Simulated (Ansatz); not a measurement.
Relaxed LiNbO2 (space group P6_3/mmc):

```xyz
8
Lattice="2.8704 0.0000 0.0000 -1.4352 2.4858 0.0000 0.0000 0.0000 10.2253" Properties=species:S:1:pos:R:3 pbc="T T T"
Li     0.0000     0.0000     0.0000
Li     0.0000     0.0000     5.1127
Nb     0.0000     1.6572     7.6690
Nb     1.4352     0.8286     2.5563
O      0.0000     1.6572     1.2499
O      1.4352     0.8286     8.9754
O      1.4352     0.8286     6.3626
O      0.0000     1.6572     3.8628
```

A phonon eigenvector at Γ is frozen into this cell: atom i moves by Q times the vector below, so Q is the largest atomic displacement, in Å. The cell is held.

| atom | x | y | z |
|---|---|---|---|
| O5 | 0.000 | 0.000 | 1.000 |
| O6 | 0.000 | 0.000 | -1.000 |
| O7 | 0.000 | 0.000 | 1.000 |
| O8 | 0.000 | 0.000 | -1.000 |

Atoms not listed stay in place.

All values below come from LDA (plane waves to 420 eV, PAW, scalar-relativistic; Ansatz, an electronic-structure program). k mesh 13×13×4 (Γ-centred), Fermi-Dirac smearing 0.05 eV. LiNbO2 is run without spin polarisation and with no Hubbard U. LiNbO2 was relaxed with its symmetry unable to fall. 

```json
[
 {"Q (Å)": "-0.180", "−dE/dQ from forces (eV/Å)": "15.096"},
 {"Q (Å)": "-0.150", "−dE/dQ from forces (eV/Å)": "12.887"},
 {"Q (Å)": "-0.120", "−dE/dQ from forces (eV/Å)": "10.566"},
 {"Q (Å)": "-0.090", "−dE/dQ from forces (eV/Å)": "8.127"},
 {"Q (Å)": "-0.060", "−dE/dQ from forces (eV/Å)": "5.559"},
 {"Q (Å)": "-0.030", "−dE/dQ from forces (eV/Å)": "2.854"},
 {"Q (Å)": "0.000", "−dE/dQ from forces (eV/Å)": "-0.001"},
 {"Q (Å)": "0.030", "−dE/dQ from forces (eV/Å)": "-3.018"},
 {"Q (Å)": "0.060", "−dE/dQ from forces (eV/Å)": "-6.214"},
 {"Q (Å)": "0.090", "−dE/dQ from forces (eV/Å)": "-9.606"},
 {"Q (Å)": "0.120", "−dE/dQ from forces (eV/Å)": "-13.218"},
 {"Q (Å)": "0.150", "−dE/dQ from forces (eV/Å)": "-17.073"},
 {"Q (Å)": "0.180", "−dE/dQ from forces (eV/Å)": "-21.199"}
]
```

What harmonic wavenumber does the curvature at Q = 0 give?

645 cm⁻¹. E″ = 97.78 eV/Å², M = Σ mᵢ|uᵢ|² = 64.0 u, ν̃ = 521.5·√(|E″|/M).

(For displaced atoms, the force is minus the slope of the energy, and its curvature is a force constant, which sets phonon frequencies.)
